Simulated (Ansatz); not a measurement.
Ga4AsP3, ordered on the zincblende lattice (Pmm2) with 8 atoms a cell: a field-response calculation (clamped ions) in Ansatz (r2SCAN). The geometry is the r2SCAN minimum.

```yaml
crystal:
  lattice:
    - [3.8936249088, 0.0, 0.0]
    - [0.0, 7.7851408787, 0.0]
    - [0.0, 0.0, 5.5003000602]
  atoms:
    - { symbol: P, position: [0.0, 0.2463174227, 1.0669e-06] }
    - { symbol: Ga, position: [0.5, 0.2433831818, 0.7542795047] }
    - { symbol: P, position: [0.5, 0.0, 0.4999097428] }
    - { symbol: Ga, position: [0.0, 0.0, 0.2539211835] }
    - { symbol: P, position: [0.0, 0.7536825773, 1.0669e-06] }
    - { symbol: Ga, position: [0.5, 0.7566168182, 0.7542795047] }
    - { symbol: As, position: [0.5, 0.5, 0.5001922911] }
    - { symbol: Ga, position: [0.0, 0.5, 0.2374156393] }
kpoints:
  mp_grid: { grid: [6, 4, 4] }
hamiltonian:
  xc: r2scan
scf:
  occupations: { method: fixed }
dielectric: {}
```

Command: `ansatz run input.yaml --threads 4 --pin off --max-ram 6451MiB --backend cpu --events-out ev --progress --plain --runs-dir out`. It ended after 4.6 min on 4 threads of Intel(R) Xeon(R) Processor @ 2.50GHz (Skylake/Cascade Lake), with other jobs on the host; peak host memory 3.6 GiB.

The job was stopped at its time limit. The log, abridged, up to there:
```
Functional definition: r2SCAN
Crystal: 8 atoms, lattice volume = 166.727 Å³
Basis set: ecut = 500 eV, 4231 PW (Γ)
Bands: 50, of which v1, the nominal top of the filled ones, is band 41 counted from 1 (40 counted from 0)
Symmetry: 4 space group operations
k-points: 52 of 96 (irreducible under 1 space group operation, time reversal used)
preconditioner: auto → Resta (q_TF=auto, 2.424 Å⁻¹)  ε∞=3.7  [ℏωp=24.4 eV]
SCF iter   1: HF=-22307.129934 eV  Δρ=8.58e-3  dr2=7.48e-2
SCF iter   2: HF=-22307.162885 eV  Δρ=2.02e-3  dr2=4.74e-3
SCF iter   3: HF=-22307.160994 eV  Δρ=1.88e-3  dr2=2.65e-3
SCF iter   4: HF=-22307.161363 eV  Δρ=3.05e-4  dr2=1.36e-4
SCF iter   5: HF=-22307.161373 eV  Δρ=7.94e-5  dr2=1.21e-5
SCF iter   6: HF=-22307.161377 eV  Δρ=3.60e-5  dr2=2.83e-6
SCF iter   7: HF=-22307.161356 eV  Δρ=6.98e-6  dr2=1.31e-7
SCF iter   8: HF=-22307.161356 eV  Δρ=2.44e-6  dr2=1.01e-8
SCF iter   9: HF=-22307.161356 eV  Δρ=1.33e-6  dr2=2.68e-9
SCF iter  10: HF=-22307.161356 eV  Δρ=3.14e-7  dr2=2.07e-10
SCF iter  11: HF=-22307.161356 eV  Δρ=1.18e-7  dr2=2.28e-11
SCF 1 converged in 11 iterations: F = -22307.161356 eV  dr2 = 2.28e-11
DFPT response loops at Γ: preconditioner auto → Resta (q_TF=auto, 2.424 Å⁻¹)  ε∞=6.0 (no band partly filled) […]
```

Question: Where did the run stand, and what was left?

Answer: The ground state had converged, and the run stood in the linear-response loops, which solve one problem for each independent perturbation on the whole mesh.
```
Error: SIGTERM received: cancelled by the caller after 0 completed visits to k-points in the stopped stage of the field's basis
```

The calculation is spin-unpolarised, and the structure need not be a phase that has been made.
